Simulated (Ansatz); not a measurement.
Ansatz (a program for electronic structure) input:

Ansatz 0.2 input:
```yaml
crystal:
  lattice:
    - [4.8349170856, -2.7552478886, 0.0]
    - [4.8349170856, 2.7552478886, 0.0]
    - [0.0, 0.0, 4.9295796856]
  atoms:
    - { symbol: Al, position: [0.9925885556, 0.6712657208, 0.4316982026] }
    - { symbol: Al, position: [0.0074114444, 0.3287342792, 0.9316982026] }
    - { symbol: Al, position: [0.3287342792, 0.0074114444, 0.4316982026] }
    - { symbol: Al, position: [0.6712657208, 0.9925885556, 0.9316982026] }
    - { symbol: O, position: [0.780978776, 0.219021224, 0.9891485865] }
    - { symbol: O, position: [0.219021224, 0.780978776, 0.4891485865] }
    - { symbol: O, position: [0.8987052828, 0.6590540172, 0.0875925042] }
    - { symbol: O, position: [0.1012947172, 0.3409459828, 0.5875925041] }
    - { symbol: O, position: [0.3409459828, 0.1012947172, 0.0875925042] }
    - { symbol: O, position: [0.6590540172, 0.8987052828, 0.5875925041] }
kpoints:
  mp_grid: { grid: [5, 5, 5] }
hamiltonian:
  xc: r2scan
  pseudopotentials: { kind: paw }
scf:
  occupations: { method: fixed }
output:
  optics: { e_range: [0.0, 15.0], de: 0.05, sigma: 0.1, bands: { spectra_wanted_up_to: 12 eV } }
```

Output (shortened):

```
output.optics: the spectra are integrated over the Brillouin zone by k·p interpolation around the k-points, where levels, occupations, output.optics.sigma and …
Pseudopotential: Al, paw, valence charge 3
Pseudopotential: O, paw, valence charge 6
Functional definition: r2SCAN
Crystal: 10 atoms, lattice volume = 131.338 Å³
Basis set: ecut = 500 eV, 3331 PW (Γ), exchange–correlation on 180×180×144 points (64 copies of the dense FFT grid, shifted against one another)
Bands: 34, of which v1, the nominal top of the filled ones, is band 24 counted from 1 (23 counted from 0)
Symmetry: 4 space group operations
Space group: Cmc21 (ITA 36), of the structure as read, at distance tolerance 5.1e-5 Å
k-points: 27 of 125 (time reversal used)
SCF iter   1: F=—  HF=-5589.365871 eV  |F-HF|=—  |Δ(HF+E_count)|=         —  Δρ=6.66e-3  dr2=6.15e-2  dr2_τ=6.32e-1  ethr=1.77e-3  ⟨swp⟩=4.9  Hψ=3730  notcnv=0  defer=207
preconditioner: auto → Resta (q_TF=auto, 2.307 Å⁻¹)
SCF iter   2: F=—  HF=-5589.655526 eV  |F-HF|=—  |Δ(HF+E_count)|=   2.90e-1  Δρ=4.15e-3  dr2=1.28e-2  dr2_τ=1.90e-3  ethr=1.28e-4  ⟨swp⟩=3.0  Hψ=1940  notcnv=0  defer=216
SCF iter   3: F=—  HF=-5589.654131 eV  |F-HF|=—  |Δ(HF+E_count)|=   1.39e-3  Δρ=1.24e-3  dr2=1.87e-3  dr2_τ=2.32e-4  ethr=2.67e-5  ⟨swp⟩=3.0  Hψ=1443  notcnv=0  defer=216
SCF iter   4: F=—  HF=-5589.653852 eV  |F-HF|=—  |Δ(HF+E_count)|=   2.79e-4  Δρ=4.59e-4  dr2=2.06e-4  dr2_τ=4.27e-5  ethr=3.90e-6  ⟨swp⟩=2.0  Hψ=1443  notcnv=0  defer=216
SCF iter   5: F=—  HF=-5589.653826 eV  |F-HF|=—  |Δ(HF+E_count)|=   2.64e-5  Δρ=1.16e-4  dr2=2.19e-5  dr2_τ=1.59e-6  ethr=4.30e-7  ⟨swp⟩=2.0  Hψ=1389  notcnv=0  defer=183
SCF iter   6: F=—  HF=-5589.653832 eV  |F-HF|=—  |Δ(HF+E_count)|=   5.99e-6  Δρ=3.48e-5  dr2=2.00e-6  dr2_τ=9.25e-8  ethr=4.57e-8  ⟨swp⟩=2.1  Hψ=1347  notcnv=0  defer=107
SCF iter   7: F=—  HF=-5589.653898 eV  |F-HF|=—  |Δ(HF+E_count)|=   6.64e-5  Δρ=1.57e-5  dr2=3.39e-7  dr2_τ=1.15e-8  ethr=4.17e-9  ⟨swp⟩=2.0  Hψ=1552  notcnv=0  defer=79
SCF iter   8: F=—  HF=-5589.653898 eV  |F-HF|=—  |Δ(HF+E_count)|=   3.46e-8  Δρ=3.57e-6  dr2=1.79e-8  dr2_τ=3.62e-10  ethr=7.06e-10  ⟨swp⟩=2.6  Hψ=1446  notcnv=0  defer=79
SCF iter  10: F=-5589.653898 eV  HF=-5589.653898 eV  |F-HF|=9.09e-13  |Δ(HF+E_count)|=  5.37e-11  Δρ=4.09e-8  dr2=1.59e-12  dr2_τ=2.22e-13  ethr=1.00e-12  ⟨swp⟩=10.4  Hψ=4661  notcnv=0
SCF 1 converged in 10 iterations: F = -5589.653898 eV  dr2 = 1.59e-12
NSCF: frozen V_eff on 27 k-points
Optics k sum: 0 of 27 k-points
Optics k sum: 2 of 27 k-points
Optics k sum: 3 of 27 k-points
Optics k sum: 5 of 27 k-points
Optics k sum: 6 of 27 k-points
Optics k sum: 7 of 27 k-points
Optics k sum: 9 of 27 k-points
Optics k sum: 10 of 27 k-points
Optics k sum: 11 of 27 k-points
Optics k sum: 13 of 27 k-points
Optics k sum: 14 of 27 k-points
Optics k sum: 15 of 27 k-points
Optics k sum: 17 of 27 k-points
Optics k sum: 18 of 27 k-points
Optics k sum: 19 of 27 k-points
Optics k sum: 21 of 27 k-points
Optics k sum: 22 of 27 k-points
Optics k sum: 23 of 27 k-points
Optics k sum: 25 of 27 k-points
Optics k sum: 26 of 27 k-points
Optics k sum: 27 of 27 k-points
Optics k sum: 0 of 27 k-points
Optics k sum: 2 of 27 k-points
Optics k sum: 3 of 27 k-points
Optics k sum: 5 of 27 k-points
Optics k sum: 6 of 27 k-points
Optics k sum: 7 of 27 k-points
Optics k sum: 9 of 27 k-points
Optics k sum: 10 of 27 k-points
Optics k sum: 11 of 27 k-points
Optics k sum: 13 of 27 k-points
Optics k sum: 14 of 27 k-points
Optics k sum: 15 of 27 k-points
Optics k sum: 17 of 27 k-points
Optics k sum: 18 of 27 k-points
Optics k sum: 19 of 27 k-points
Optics k sum: 21 of 27 k-points
Optics k sum: 22 of 27 k-points
Optics k sum: 23 of 27 k-points
Optics k sum: 25 of 27 k-points
Optics k sum: 26 of 27 k-points
Optics k sum: 27 of 27 k-points
NSCF: frozen V_eff on 1 k-points
NSCF: frozen V_eff on 1 k-points
NSCF: frozen V_eff on 1 k-points
NSCF: frozen V_eff on 1 k-points
NSCF: frozen V_eff on 1 k-points
NSCF: frozen V_eff on 1 k-points
NSCF: frozen V_eff on 1 k-points
output.optics: what the bands over the 56 summed would add to eps1, eps2 and the energy-loss function is held between a lower and an upper bound (9 Lanczos …
SCF converged after 10 iterations
Free energy (F): -5589.653898 eV
Harris-Foulkes:  -5589.653898 eV  (|F-HF|=9.09e-13)
Internal energy: -5589.653898 eV  (E = F + TS)
E sigma→0 (E₀):  -5589.653898 eV
Fermi energy:    2.258943 eV
--- Per-component energies (eV) ---
  E_band       = -210.232163
  E_kinetic    = 1178.789943
  E_local      = -2964.289619  (includes V_loc(G=0)·N_el)
  E_nonlocal   = 322.598424
  E_hartree    = 1108.893129
  E_xc         = -594.821132
  E_vxc        = -771.454545  (∫ρ·V_xc dr)
  E_paw        = -2858.220051  (= ΣΔE_a)
  E_vpaw       = -242.320153  (= ΣTr[D̂ρ^β])
  E_aug_tail   = 0.006100  (compensation charges beyond the density's cutoff)
  E_vtau       = 48.651455  (kinetic-family band-sum trace: ∫τ·v_τ [+ j·A + Jᵃ·Aᵃ] dr)
  E_ewald      = -1782.178614
  E_core_change = -0.432078  (= ΣΔE_core)
  E_smearing   =  0.000000  (= −TS)
  E_closure    =  0.000000  (closes the sum)
  Σ components = -5589.653898   (vs F -5589.653898, Δ=0.00e0)
  [band-id]    e_kinetic+e_local+e_nonlocal+2·e_hartree+e_vxc+e_vpaw+e_augmentation_tail+e_vtau = -210.232136   (vs E_band -210.232163, Δ=2.69e-5)
--- Band table (eV; the first three rows and the last of 27) ---
  k-point 0: bands = ["-17.3230", "-16.2318", "-16.2055", "-16.0918", "-14.5023", "-14.4681", "-3.8714", "-3.5859", "-3.5836", "-2.3181", "-1.9768", "-1.8076", "-0.8741", "-0.8734", "-0.6939", "-0.2955", "0.5186", "0.5583", "0.7082", "0.8048", "1.4046", …
  k-point 1: bands = ["-17.2300", "-16.3299", "-16.2153", "-16.1018", "-14.4962", "-14.4672", "-3.8325", "-3.7894", "-3.5620", "-2.1712", "-1.7565", "-1.6091", "-0.9777", "-0.8287", "-0.6832", "-0.5914", "0.5538", "0.5565", "0.6148", "0.6418", "1.5474", …
  k-point 2: bands = ["-16.9754", "-16.6338", "-16.1750", "-16.1315", "-14.4824", "-14.4705", "-4.1008", "-4.0711", "-2.7379", "-1.8303", "-1.8110", "-1.4426", "-1.2776", "-1.2030", "-0.7677", "-0.5185", "0.4762", "0.4887", "0.5816", "0.6067", "1.7642", …
  k-point 26: bands = ["-16.8547", "-16.5414", "-16.3026", "-16.1723", "-14.5657", "-14.5240", "-3.6398", "-3.4966", "-2.9905", "-2.2531", "-1.4948", "-1.4120", "-1.3065", "-0.9464", "-0.6511", "-0.5653", "-0.2636", "-0.0636", "0.7159", "0.8080", "1.5044", …
```

Cost: about 3 core-minutes (a rough figure) on shared cores.

Space group Cmc2_1. The first step of the workflow began from a Materials Project structure, measured or hypothetical; the Crystallography Open Database copy checked does not list it. It is not the phase usual at ambient conditions (space group No. 167). Symmetry was held in the r²SCAN relaxation; its stability against distortions is not shown here.

Potentials: the later of the program's two PAW sets.

Ansatz is a plane-wave DFT program.
